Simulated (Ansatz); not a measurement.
All-electron LAPW in Ansatz 0.2.0 under PBE, scalar-relativistic, energies extrapolated to zero smearing. Slabs are 1×1 cells cut from bulk crystals relaxed on PAW files, with atoms then relaxed, 16 to 20 Å of vacuum, a dipole correction, k spacings of 0.16 to 0.26 Å⁻¹ and smearing of 0.02 to 0.1 eV, without spin–orbit coupling or spin polarisation. The bulk type named needn't be the stable one, and no reconstruction is allowed.

| slab | area (Å²) | γ (J/m²) | Φ (eV) | Δd12 (%) |
| --- | --- | --- | --- | --- |
| fcc Pd (100), 3 layers | 7.78 | 1.55 | 5.10 | -1.7 |
| fcc Pd (110), 5 layers | 11.01 | ? | 4.74 | ? |
| fcc Pd (100), 4 layers | 7.78 | 1.54 | 5.08 | -1.8 |

Q: Fill in "Δd12 (%)" for the row "fcc Pd (110), 5 layers".

A: -9.6.

Q: Fill in "γ (J/m²)" for the row "fcc Pd (110), 5 layers".

A: 1.59.
